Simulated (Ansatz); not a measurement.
A crystal relaxed with r2SCAN in the PAW code Ansatz has space group P4/mmm (No. 123) and a = 3.343 Å, c = 4.601 Å.

```csv
atom,site,x,y,z
Xx,1a,0.0000,0.0000,0.0000
Li,1b,0.0000,0.0000,0.5000
Cl,1d,0.5000,0.5000,0.5000
Li,1c,0.5000,0.5000,0.0000
```

With r2SCAN the gap is 7.31 eV and direct, at R. HSE06 gives a direct gap of 8.06 eV at R. Meshes: r2SCAN 8×8×6, HSE06 6×6×4. r2SCAN's ε∞ is 2.5 along x and y, 2.4 along z.

Problem. Which element is Xx?
A. H
B. F
C. I
D. Br

Solution. B. Xx is F: Li2ClF, ordered on the rocksalt lattice (P4/mmm) with 4 atoms a cell. Around F lie 6 Li at 2.30–2.36 Å; around Li lie 2 F at 2.30 Å and 4 Cl at 2.36 Å; around Cl lie 6 Li at 2.30–2.36 Å; around Li lie 2 Cl at 2.30 Å and 4 F at 2.36 Å.

Values at 0 K without nuclear motion; spin polarisation is off, and the phase may be a hypothetical one.

The meshes of the hybrids are coarse, so their gaps aren't converged to the digits shown.
